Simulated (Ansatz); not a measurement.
YAlGe:
```
YAlGe
1.0
    2.01750    -5.23434     0.00000
    2.01750     5.23434     0.00000
    0.00000     0.00000     5.75723
Y Ge Al
2 2 2
Direct
  0.68984   0.31016   0.75000
  0.31016   0.68984   0.25000
  0.39497   0.60503   0.75000
  0.60503   0.39497   0.25000
  0.00000   0.00000   0.50000
  0.00000   0.00000   0.00000
```

Relaxed with r²SCAN.

Q: Give the Bader charges and basin volumes of the independent atoms, r²SCAN (plane waves, PAW; program Ansatz).

A: 

| atom | Bader charge (e) | Bader volume (Å³) |
|---|---|---|
| Y1 | +1.56 | 16.2 |
| Ge3 | -2.12 | 28.9 |
| Al5 | +0.55 | 15.6 |

Space group Cmcm. The workflow started from an entry of the Crystallography Open Database (COD). Its standing as an ambient phase is unchecked. The r²SCAN relaxation kept the symmetry of its start; whether a distortion lowers the energy is not shown. No spin polarisation was allowed.

Potentials: the later of the program's two PAW sets.
